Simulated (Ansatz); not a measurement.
# SiC2N4: excitons and shallow donors from band masses and screening

Theory: DFT r2SCAN, scalar-relativistic, plane waves, PAW (Ansatz).

Settings: cutoff 500 eV, Γ-centred mesh 4×4×4 on the computed 14-atom cell, Gaussian smearing of 0.02 eV; no spin polarisation.

Relaxed cell: Pn-3m, a = 6.641 Å, b = 6.641 Å, c = 6.641 Å, α = 90.00°, β = 90.00°, γ = 90.00°, 14 atoms in the primitive cell. Whether it is the stable form of this composition wasn't checked.

The calculation gives a Kohn–Sham gap of 4.82 eV, an electron mass of 1.2 mₑ and a hole mass of 0.864 mₑ (harmonic means over x, y, z and over the bands degenerate at each edge), and ε∞ = 2.73 (independent particles, mean of the diagonal).

Question: Estimate the binding energy and radius of a Wannier–Mott exciton and of a shallow donor, and say whether the hydrogenic model can hold.

Answer: The reduced mass is μ = mₙmₕ/(mₙ + mₕ) = 0.502 mₑ, with mₙ and mₕ the band masses. With E_b = 13.606 eV × μ/ε² and a = 0.529 Å × ε/μ (μ in mₑ) the exciton has E_b = 919 meV and a = 2.9 Å. For a donor μ is the electron mass: 2195 meV and 1.2 Å. The radius isn't large against the shortest lattice vector (6.64 Å), so the continuum picture is doubtful and the numbers are only a scale. In a polar crystal the ions screen too, so a state bound more weakly than an optical phonon feels the larger static constant, which lowers the energy and widens the orbit. The other way, the small Kohn–Sham gap and the missing local fields make ε∞ too large and the masses tend to be too light, which underbinds. The edges lie at different points of the zone, so the exciton is indirect.

Cost: 4 runs of about 18 core-minutes in all, on Intel Xeon Processor @ 2.50GHz (Skylake/Cascade Lake) (shared hosts).